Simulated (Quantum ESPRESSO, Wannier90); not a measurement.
# Wannier functions of PbS (Cmcm)

```
begin unit_cell_cart
ang
    4.1599100000    0.0000000000    0.0000000000
    0.0000000000    0.0000000000   -4.2793200000
   -2.0799550000    5.9912950000    0.0000000000
end unit_cell_cart
begin atoms_frac
Pb   0.1305600000  0.2500000000  0.2611200000
Pb  -0.1305600000 -0.2500000000 -0.2611200000
S    0.3548000000  0.2500000000 -0.2904000000
S   -0.3548000000 -0.2500000000  0.2904000000
end atoms_frac
```

Structure: Materials Project mp-1018115, symmetrised, not relaxed again. Not found in the COD (Crystallography Open Database) copy used, which has the formula in other groups; not checked further. Method: PBEsol plane waves in Quantum ESPRESSO 7.5 (PseudoDojo norm-conserving files, 50 Ry, no spin polarisation, no spin-orbit coupling), Bloch states on a 8×8×8 mesh through Γ, Wannier90 4.0.1. Density: 8×8×8 mesh, cold smearing 0.01 Ry. Spin-orbit coupling is left out although heavy elements are present.

Bands 13-14 form an isolated set from -8.47 to -5.68 eV relative to the valence-band maximum (on the path) and are turned into 2 Wannier functions by minimising the spread from the start: atomic waves Pb 6s.

Centres (Cartesian, Å; one of the equivalent choices) and spreads:

```tsv
n	x	y	z	spread (Å²)	nearest atom
1	0.000	1.810	-1.070	3.905	Pb1
2	0.000	-1.810	1.070	3.905	Pb2
```

Ω_I = 7.80 Å², Ω_total = 7.81 Å²; the interpolated bands follow pw.x to 0.3 meV rms on the path. Only this start was tried; a symmetric start can stop on a saddle, and mixtures of these functions could lower the total by at most Ω_total − Ω_I.
